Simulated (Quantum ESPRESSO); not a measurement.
## IrPd5ScIn (input and log of a self-consistent run)

Simulated, not a measurement. The program is pw.x of Quantum ESPRESSO 7.5 (plane-wave density functional theory). The cell is made up: eight metal atoms on a face-centred cubic lattice, with elements, volume, strain and displacements drawn at random and not relaxed, so it may be unstable or far from any real phase. PseudoDojo standard norm-conserving files set the functional (PBE unless stated); there is no spin polarisation or spin-orbit coupling, the Fermi-Dirac width of 0.25 eV means electrons at about 2900 K, and the masses in the input are unused placeholders. Heavy elements are run without spin-orbit coupling, which real alloys of them have. A spin test at this wide smearing found no moment, but such smearing suppresses magnetism that the real alloy may have.

Input:

```
&control calculation='scf', pseudo_dir='./dojo.nc.sr.pbe.v0_5.standard.upf', outdir='./o', disk_io='minimal', tprnfor=.true., tstress=.true. /
&system ibrav=0, nat=8, ntyp=4, nbnd=83, ecutwfc=82.02448710, nosym=.true., tot_charge=0,
 occupations='smearing', smearing='fd', degauss=0.0183746611
/
&electrons conv_thr=1.470e-08, electron_maxstep=70, mixing_beta=0.5 /
ATOMIC_SPECIES
In 1.0 In.upf
Ir 1.0 Ir.upf
Pd 1.0 Pd.upf
Sc 1.0 Sc.upf
CELL_PARAMETERS angstrom
0.0 -2.0386 -2.0107
2.0386 4.0771 -2.0107
8.1542 -4.0771 4.0212
ATOMIC_POSITIONS angstrom
Ir -0.0115 0.0418 -0.0884
Pd 4.1283 -1.9723 1.9648
Pd 4.2223 0.1085 0.0406
Sc 8.2636 -1.9471 1.9334
Pd 2.0345 -2.0656 -0.0046
Pd 6.1009 -4.0171 2.0619
In 2.0142 0.0521 -2.1481
Pd 5.9953 -2.0303 -0.0795
K_POINTS automatic
9 5 3 1 1 1
```

The log is shortened where brackets say so; the opening notice, blank lines, dates and the lines on written files are dropped, and the path of the files is cut. It prints rydbergs, bohrs and kilobars, and counts compression as positive stress. Its total energy is the free energy E - TS of the whole cell.

```
     Program PWSCF v.7.5
     Parallel version (MPI & OpenMP), running on       4 processor cores
     Number of MPI processes:                 4
     Threads/MPI process:                     1
     [start-up lines left out]
     bravais-lattice index     =            0
     lattice parameter (alat)  =       5.4110  a.u.
     unit-cell volume          =     902.2161 (a.u.)^3
     number of atoms/cell      =            8
     number of atomic types    =            4
     number of electrons       =       131.00
     number of Kohn-Sham states=           83
     kinetic-energy cutoff     =      82.0245  Ry
     charge density cutoff     =     328.0979  Ry
     scf convergence threshold =      1.5E-08
     mixing beta               =       0.5000
     number of iterations used =            8  plain     mixing
     Exchange-correlation= PBE
                           (   1   4   3   4   0   0   0)
     [axes and pseudopotential details left out]
   Cartesian axes
     site n.     atom                  positions (alat units)
         1        Ir     tau(   1) = (  -0.0040163   0.0145983  -0.0308729  )
         2        Pd     tau(   2) = (   1.4417700  -0.6888073   0.6861879  )
         3        Pd     tau(   3) = (   1.4745986   0.0378926   0.0141792  )
         4        Sc     tau(   4) = (   2.8859847  -0.6800064   0.6752218  )
         5        Pd     tau(   5) = (   0.7105300  -0.7213914  -0.0016065  )
         6        Pd     tau(   6) = (   2.1306820  -1.4029344   0.7200992  )
         7        In     tau(   7) = (   0.7034404   0.0181954  -0.7502038  )
         8        Pd     tau(   8) = (   2.0938022  -0.7090632  -0.0277646  )
     number of k points=    68  Fermi-Dirac smearing, width (Ry)=  0.0184
                       cart. coord. in units 2pi/alat
        k(    1) = (   0.0887613  -0.0087788  -0.0702138), wk =   0.0296296
        k(    2) = (  -0.0868140   0.0497473  -0.1295519), wk =   0.0296296
     [further k points left out]
     Dense  grid:    90595 G-vectors     FFT dimensions: (  32,  60, 120)
     Estimated max dynamical RAM per process >     419.84 MB
     Estimated total dynamical RAM >       1.58 GB
     Initial potential from superposition of free atoms
     starting charge     130.9925, renormalised to     131.0000
     Starting wfcs are   74 randomized atomic wfcs +    9 random wfcs
     total cpu time spent up to now is        8.3 secs
     per-process dynamical memory:   344.2 Mb
     Self-consistent Calculation
     iteration #  1     ecut=    82.02 Ry     beta= 0.50
     Davidson diagonalization with overlap
     ethr =  1.00E-02,  avg # of iterations =  3.3
     total cpu time spent up to now is       33.2 secs
     total energy              =   -1782.76441264 Ry
     estimated scf accuracy    <      46.75753865 Ry
     iteration #  2     ecut=    82.02 Ry     beta= 0.50
     Davidson diagonalization with overlap
     ethr =  1.00E-02,  avg # of iterations =  7.1
     total cpu time spent up to now is       72.3 secs
     total energy              =   -1748.12506176 Ry
     estimated scf accuracy    <    1117.63578827 Ry
     iteration #  3     ecut=    82.02 Ry     beta= 0.50
     Davidson diagonalization with overlap
     ethr =  1.00E-02,  avg # of iterations =  6.6
     total cpu time spent up to now is      109.6 secs
     total energy              =   -1812.96550643 Ry
     estimated scf accuracy    <      58.16777699 Ry
     iteration #  4     ecut=    82.02 Ry     beta= 0.50
     Davidson diagonalization with overlap
     ethr =  1.00E-02,  avg # of iterations =  2.8
     total cpu time spent up to now is      132.8 secs
     total energy              =   -1815.49094942 Ry
     estimated scf accuracy    <       8.07268580 Ry
     iteration #  5     ecut=    82.02 Ry     beta= 0.50
     Davidson diagonalization with overlap
     ethr =  6.16E-03,  avg # of iterations =  1.6
     total cpu time spent up to now is      150.7 secs
     total energy              =   -1815.37200166 Ry
     estimated scf accuracy    <       6.15962624 Ry
     [iterations 6 to 16 left out]
     iteration # 17     ecut=    82.02 Ry     beta= 0.50
     Davidson diagonalization with overlap
     ethr =  1.02E-07,  avg # of iterations =  1.1
     total cpu time spent up to now is      403.8 secs
     total energy              =   -1815.09339641 Ry
     estimated scf accuracy    <       0.00000213 Ry
     iteration # 18     ecut=    82.02 Ry     beta= 0.50
     Davidson diagonalization with overlap
     ethr =  1.62E-09,  avg # of iterations =  3.8
     total cpu time spent up to now is      431.5 secs
     total energy              =   -1815.09339637 Ry
     estimated scf accuracy    <       0.00000510 Ry
     iteration # 19     ecut=    82.02 Ry     beta= 0.50
     Davidson diagonalization with overlap
     ethr =  1.62E-09,  avg # of iterations =  1.2
     total cpu time spent up to now is      455.2 secs
     total energy              =   -1815.09339666 Ry
     estimated scf accuracy    <       0.00000130 Ry
     iteration # 20     ecut=    82.02 Ry     beta= 0.50
     Davidson diagonalization with overlap
     ethr =  9.91E-10,  avg # of iterations =  1.0
     total cpu time spent up to now is      478.7 secs
     total energy              =   -1815.09339674 Ry
     estimated scf accuracy    <       0.00000032 Ry
     iteration # 21     ecut=    82.02 Ry     beta= 0.50
     Davidson diagonalization with overlap
     ethr =  2.45E-10,  avg # of iterations =  1.2
     total cpu time spent up to now is      501.8 secs
     End of self-consistent calculation
     [lines on levels left out]
!    total energy              =   -1815.09339675 Ry
     estimated scf accuracy    <          9.8E-09 Ry
     smearing contrib. (-TS)   =      -0.10831781 Ry
     internal energy E=F+TS    =   -1814.98507894 Ry
     The total energy is F=E-TS. E is the sum of the following terms:
     one-electron contribution =    -625.93008426 Ry
     hartree contribution      =     394.60854039 Ry
     xc contribution           =    -311.79651425 Ry
     ewald contribution        =   -1271.86702083 Ry
     convergence has been achieved in  21 iterations
     Forces acting on atoms (cartesian axes, Ry/au):
     atom    1 type  2   force =     0.00279835    0.00307202    0.00587038
     atom    2 type  3   force =    -0.00751812   -0.00660686    0.00792105
     atom    3 type  3   force =    -0.04007924   -0.00086138   -0.02358892
     atom    4 type  4   force =    -0.09434669    0.03012516   -0.04301684
     atom    5 type  3   force =     0.00637476    0.01833222   -0.01783663
     atom    6 type  3   force =     0.00841073   -0.00008512   -0.01456961
     atom    7 type  1   force =     0.07884090   -0.04405696    0.06097943
     atom    8 type  3   force =     0.04551932    0.00008092    0.02424114
     Total force =     0.171902     Total SCF correction =     0.000743
     Computing stress (Cartesian axis) and pressure
          total   stress  (Ry/bohr**3)                   (kbar)     P=       -4.72
  -0.00015417  -0.00009029   0.00022729          -22.68      -13.28       33.44
  -0.00009029  -0.00003012   0.00022364          -13.28       -4.43       32.90
   0.00022729   0.00022364   0.00008800           33.44       32.90       12.94
     init_run     :      7.55s CPU      7.81s WALL (       1 calls)
     electrons    :    485.14s CPU    493.44s WALL (       1 calls)
     forces       :      2.22s CPU      2.24s WALL (       1 calls)
     stress       :      7.64s CPU      7.64s WALL (       1 calls)
     [timing details left out]
     PWSCF        :   8m23.08s CPU   8m31.74s WALL
     JOB DONE.
```

In other units: free energy -24695.604 eV for the cell, pressure -0.47 GPa, largest force component 2.426 eV/Å in size. The run took 513 s of wall time with four MPI processes on a shared machine (Intel Xeon, 2023 or later, virtual cores), so the time is rough. A rerun of this cell at a higher cutoff and on a denser mesh moved values by no more than 0.011 eV in energy, 0.08 GPa in stress and 0.004 eV/Å in force, and a second program with other atomic files agreed on that cell to 2 % rms in force and 0.5 GPa in pressure.